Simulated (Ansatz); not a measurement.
**MnHg: clamped-ion strain scan**

Theory: DFT PBE, scalar-relativistic, plane waves, PAW (Ansatz). Cutoff 420 eV, Γ-centred 14×14×14 k-points, Gaussian smearing of 0.15 eV. Spin–orbit coupling is left out, which matters for the heavy elements here. Collinear spins, started from moments 4.2, 0.0 μB in atom order; the magnetic state may not be the lowest. Energies are free energies at this smearing, counted from the undisturbed cell; pressure is positive in compression.

The undisturbed cell (as given, not relaxed at this level; it stands at 1.8 GPa, and it needn't be the usual structure):

```
CELL_PARAMETERS angstrom
3.28800 0.00000 0.00000
0.00000 3.28800 0.00000
0.00000 0.00000 3.31300
ATOMIC_POSITIONS crystal
Mn 0.50000 0.50000 0.50000
Hg 0.00000 0.00000 0.00000
```

The cell is strained by ε times the Voigt pattern (0, 0, 0, 0, 0, 1) (xx, yy, zz, yz, xz, xy; engineering shear) with fractional coordinates fixed. The cell is metallic on the mesh throughout.

| ε | ΔE (meV/atom) | stress summed along the pattern (GPa, tension positive) | pressure (GPa) | moment (μB/cell) |
| --- | --- | --- | --- | --- |
| -0.0400 | 4.5 | -1.97 | 1.9 | 3.85 |
| -0.0200 | 1.1 | -1.00 | 1.8 | 3.86 |
| 0.0000 | 0.0 | 0.00 | 1.8 | 3.86 |
| 0.0050 | 0.1 | 0.25 | 1.8 | 3.86 |
| 0.0100 | 0.3 | 0.50 | 1.8 | 3.86 |
| 0.0150 | 0.6 | ? | 1.8 | ? |
| 0.0250 | 1.8 | 1.24 | 1.8 | 3.86 |
| 0.0300 | 2.5 | 1.49 | 1.8 | 3.86 |
| 0.0350 | ? | ? | 1.9 | 3.85 |

By symmetry 0.0400 repeats -0.0400, -0.0300 repeats 0.0300, 0.0200 repeats -0.0200, -0.0100 repeats 0.0100 in energy, with the opposite slope along the path.

Task: Give the withheld values.

Result: stress summed along the pattern (GPa, tension positive) at ε = 0.0150: 0.75; moment (μB/cell) at ε = 0.0150: 3.86; ΔE (meV/atom) at ε = 0.0350: 3.5; stress summed along the pattern (GPa, tension positive) at ε = 0.0350: 1.73.

Cost: 9 runs of about 8.7 core-minutes in all, on Arm Neoverse V1 (shared hosts).